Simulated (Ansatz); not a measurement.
# W (Fm-3m), two-dimensional strain map

Computed with DFT PBEsol, scalar-relativistic, plane waves, PAW (Ansatz). Settings: plane waves to 420 eV, k-mesh 20×20×20 (Γ-centred), Gaussian smearing 0.15 eV. Spin–orbit coupling is left out, which can shift energies with elements as heavy as these. No spin polarisation. Energies are free energies at this smearing, counted from the undisturbed cell; pressure is positive in compression.

The starting cell (as given, not relaxed at this level; it stands at -12.6 GPa; this fcc form isn't the usual structure):

```
W
1.0
     0.00000    2.03000    2.03000
     2.03000    0.00000    2.03000
     2.03000    2.03000    0.00000
W
1
Direct
  0.00000 0.00000 0.00000
```

The cell is strained by p along both x and y and by q along z, fractional coordinates fixed. Points are written (p, q). At -13 GPa the given cell is far from its own equilibrium, so these figures belong to a strongly strained crystal.

Energy above the undisturbed cell in meV/atom (a dash: not computed):

| p \ q | -0.030 | -0.015 | 0.000 | 0.015 | 0.030 |
| --- | --- | --- | --- | --- | --- |
| -0.030 | 0.2 | -20.1 | -37.2 | -50.2 | -57.9 |
| -0.015 | -30.6 | -30.9 | -29.7 | -26.3 | -19.5 |
| 0.000 | -38.2 | -19.5 | 0.0 | 20.1 | 41.5 |
| 0.015 | -24.2 | 11.6 | 48.3 | 84.9 | 121.4 |
| 0.030 | 10.3 | 61.3 | 113.3 | 165.3 | 216.7 |

Pressure in GPa:

```csv
p \ q,-0.030,-0.015,0.000,0.015,0.030
-0.030,14.7,9.4,4.6,0.0,-4.4
-0.015,4.4,-0.3,-4.6,-8.7,-12.5
0.000,-4.6,-8.7,-12.6,-16.2,-19.5
0.015,-12.5,-16.2,-19.5,-22.6,-25.5
0.030,-19.6,-22.7,-25.6,-28.2,-30.7
```